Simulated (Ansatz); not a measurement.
Relaxed-ion elastic tensor of Ir (fcc (Cu type), Fm-3m) in GPa (Voigt order), LDA (plane waves, PAW; program Ansatz); density 23.07 g/cm³, 13.84 Å³ per atom.

```
672  272  272  0.0  0.0  0.0
272  672  272  0.0  0.0  0.0
272  272  672  0.0  0.0  0.0
0.0  0.0  0.0  293  0.0  0.0
0.0  0.0  0.0  0.0  293  0.0
0.0  0.0  0.0  0.0  0.0  293
```

Q: Is the crystal mechanically stable?

A: Yes: the smallest eigenvalue of C is 293 GPa.

Q: Work out the Voigt, Reuss and Hill averages.

A: K_V = 405, K_R = 405, K_H = 405; G_V = 256, G_R = 247, G_H = 251 GPa.

Q: Give Young's modulus, Poisson's ratio, Pugh's ratio and the universal anisotropy index.

A: E = 9KG/(3K + G) = 625 GPa; ν = 0.24; K/G = 1.61 (brittle by the Pugh limit of 1.75); A_U = 5G_V/G_R + K_V/K_R − 6 = 0.18.

Q: Estimate the sound speeds and the Debye temperature.

A: v_l = √((K + 4G/3)/ρ) = 5670 m/s, v_t = √(G/ρ) = 3300 m/s, mean 3660 m/s; Θ = (h/k)(3n/4πV)^(1/3) v_m = 454 K.

Q: Give the Zener ratio and Young's modulus along [100], [110] and [111].

A: A = 2C44/(C11 − C12) = 1.46; 1/E = S11 − 2(S11 − S12 − S44/2)Γ with Γ = 0, 1/4, 1/3 gives 515, 647, 708 GPa.

The cell was relaxed with LDA under the symmetry of its start. No spin polarisation was allowed. As this level gives no gap, shear constants depend on the k-mesh and smearing (Fermi–Dirac, 0.1 eV here). Spin–orbit coupling is left out wherever it is not named.

Potentials: the later of the program's two PAW sets.
